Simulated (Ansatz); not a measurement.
**How much do the gradients of Co depend on the method?**

Cell: a COD entry, whose atoms a relaxation with PBE at fixed cell left in place.

```
CELL_PARAMETERS angstrom
2.50540 0.00000 0.00000
-1.25270 2.16974 0.00000
0.00000 0.00000 4.08930
ATOMIC_POSITIONS crystal
Co 0.33333 0.66667 0.25000
Co 0.66667 0.33333 0.75000
```

Sites (sets of like atoms) are named by element and the number of their first atom in this list.

First run. Method: Kohn–Sham DFT in Ansatz, PBE, plane waves and PAW, scalar-relativistic, collinear spin, 420 eV cutoff, Γ-centred 21×21×11 k-points, Fermi–Dirac smearing 0.05 eV. Start moments as typed (μB): 2 on each Co.

```
site  atom  V_zz (10²¹ V/m²)     η  m (μB)
  Co     1            -0.071  0.00    1.71
```

Second run. The same atoms and settings, except that the functional is r2SCAN and the cutoff is 500 eV.

(1) Given the first result, estimate the second.

Answers

(1) 

| site | atom | V_zz | η | change of V_zz | m (μB) |
| --- | --- | --- | --- | --- | --- |
| Co | 1 | -0.077 | 0.00 | -0.01 | 1.91 |

No V_zz moves by more than 0.01. The absolute magnetisation of the cell goes from 3.6 to 4.2 μB.

The run finds no gap above 0.1 eV (a metal, or nearly one), so the gradients can move by 10 % or more with the k-mesh. With these PAW files V_zz is typically within 2 to 3 % of all-electron values, but misses above 10 % occur on Co.
For the first run: At this cell the principal stresses reach 6 GPa in size with PBE, which can matter for small gradients.
For the second run: At this cell the r2SCAN pressure is -10 GPa, so with r2SCAN the cell would shrink if it were relaxed. The entry's cell may itself be off. The program didn't check the stability of this electronic state in full, so a lower one may lie near.
